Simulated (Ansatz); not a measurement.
Ti (hcp, Mg type)

```cif
data_Ti2
_chemical_formula_sum 'Ti2'
_space_group_name_H-M_alt 'P63/mmc'
_space_group_IT_number 194
_space_group_name_Hall '-P 6c 2c'
_cell_length_a 2.90086
_cell_length_b 2.90086
_cell_length_c 4.59040
_cell_angle_alpha 90.000
_cell_angle_beta 90.000
_cell_angle_gamma 120.000
loop_
_atom_site_label
_atom_site_type_symbol
_atom_site_symmetry_multiplicity
_atom_site_Wyckoff_symbol
_atom_site_fract_x
_atom_site_fract_y
_atom_site_fract_z
_atom_site_occupancy
Ti1 Ti 2 d 0.66667 0.33333 0.25000 1
```

The relaxed cell is deformed in two ways at once: its volume V is scaled, and at that volume it is stretched along z (the c axis of the conventional cell) so that c/a changes. Fractional atomic positions are held.

Computed with PBEsol (plane waves to 420 eV, PAW, scalar-relativistic; Ansatz, a quantum-chemistry and plane-wave program). k mesh 18×18×10 (Γ-centred), Fermi-Dirac smearing 0.05 eV. Compression counts positive. With partly filled bands, the response to shear is sensitive to the k mesh, so small differences along c/a are uncertain. Ti is run without spin polarisation. Ti was relaxed with its symmetry unable to fall. The last digit holds for this mesh only.

Changes of σzz (GPa) from the point V/V₀ = 1.000, (c/a)/(c/a)₀ = 1.000 when one coordinate moves alone (two changes are said to add if the coupling is within 5 % of the smaller one, nearly so within 20 %):

| point | change |
|---|---|
| V/V₀ = 1.000, (c/a)/(c/a)₀ = 0.880 | 8.77 |
| V/V₀ = 1.000, (c/a)/(c/a)₀ = 0.940 | 4.75 |
| V/V₀ = 0.960, (c/a)/(c/a)₀ = 1.000 | 5.35 |
| V/V₀ = 0.980, (c/a)/(c/a)₀ = 1.000 | 2.56 |
| V/V₀ = 1.020, (c/a)/(c/a)₀ = 1.000 | -2.34 |
| V/V₀ = 1.040, (c/a)/(c/a)₀ = 1.000 | -4.47 |
| V/V₀ = 1.000, (c/a)/(c/a)₀ = 1.060 | -4.26 |
| V/V₀ = 1.000, (c/a)/(c/a)₀ = 1.120 | -7.67 |

Task: What is the change at V/V₀ = 1.040, (c/a)/(c/a)₀ = 1.060, where both move, and how far is it from the sum?

Result: The sum of the single changes is -4.47 + (-4.26) = -8.73; the calculation gives -8.43, so the coupling contributes 0.30 (under 20 % of the smaller single change, nearly additive).

Task: Do the two effects add at V/V₀ = 1.040, (c/a)/(c/a)₀ = 0.880? Give the computed change.

Result: The sum of the single changes is -4.47 + (8.77) = 4.30; the calculation gives 3.84, so the coupling contributes -0.46 (under 20 % of the smaller single change, nearly additive).

Task: Do the two effects add at V/V₀ = 0.980, (c/a)/(c/a)₀ = 1.120? Give the computed change.

Result: The sum of the single changes is 2.56 + (-7.67) = -5.11; the calculation gives -5.33, so the coupling contributes -0.22 (under 20 % of the smaller single change, nearly additive).

(Under strain, the slope of the energy per volume gives the stress and its curvature an elastic modulus.)
